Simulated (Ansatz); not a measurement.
LiTaO3:
```cif
data_LiO3Ta
_chemical_formula_sum 'Ta1 Li1 O3'
_space_group_name_H-M_alt 'P 1'
_space_group_IT_number 1
_cell_length_a 3.89424
_cell_length_b 3.89424
_cell_length_c 3.95837
_cell_angle_alpha 90.000
_cell_angle_beta 90.000
_cell_angle_gamma 90.000
loop_
_space_group_symop_operation_xyz
  'x, y, z'
loop_
_atom_site_label
_atom_site_type_symbol
_atom_site_fract_x
_atom_site_fract_y
_atom_site_fract_z
_atom_site_occupancy
Ta1 Ta 0.50000 0.50000 0.40518 1
Li1 Li 0.00000 0.00000 0.15896 1
O1 O 0.50000 0.50000 0.86672 1
O2 O 0.50000 0.00000 0.33757 1
O3 O 0.00000 0.50000 0.33757 1
```

Relaxed with LDA.

Question: Decompose the optical modes at the zone centre into irreducible representations, and say which are infrared and Raman allowed.

Answer: Point group 4mm: Γ_opt = 3A1 + B1 + 4E. Infrared: A1, E. Raman: A1, B1, E.

Question: Assign frequencies (DFPT, the program Ansatz at the LDA level (PAW); without the LO–TO term).

Answer: E 190, E 203, A1 215, B1 270, A1 312, E 313, E 631, A1 703 cm⁻¹.

Subscripts of B labels follow the axes of the standard setting.

Space group P4mm. The start of the workflow was typed in or built on a structure type; neither database checked (COD, Materials Project) lists it. It is not the phase usual at ambient conditions (space group No. 161). Symmetry was held in the LDA relaxation. At this level the phase is dynamically unstable (imaginary phonons). No spin polarisation was allowed. Spin–orbit coupling is left out wherever it is not named.

Potentials: the earlier of the program's two PAW sets.
